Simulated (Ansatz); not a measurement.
Rb (bcc (W type), space group No. 229) at seven volumes, PBE in the plane-wave PAW code Ansatz, scaled uniformly. One row is withheld.

| V (Å³/atom) | P (GPa) |
|---|---|
| 82.979 | 0.32 |
| 85.714 | 0.20 |
| 88.450 | 0.09 |
| 91.185 | 0.00 |
| 93.921 | ? |
| 96.657 | -0.14 |
| 99.392 | -0.20 |

Fit the shown pressures and predict the withheld one.

P = (3/2)B₀(x^(7/2) − x^(5/2))[1 + (3/4)(B′ − 4)(x − 1)] with x = (V₀/V)^(2/3). Least squares on the six rows gives V₀ = 91.228 Å³/atom, B₀ = 2.8 GPa, B′ = 4.19. At V = 93.921, x = 0.9808 and P = -0.08 GPa. The run itself gave -0.08 GPa.

Space group Im-3m (bcc (W type)). The PBE relaxation kept the symmetry of its start.

Potentials: the later of the program's two PAW sets.
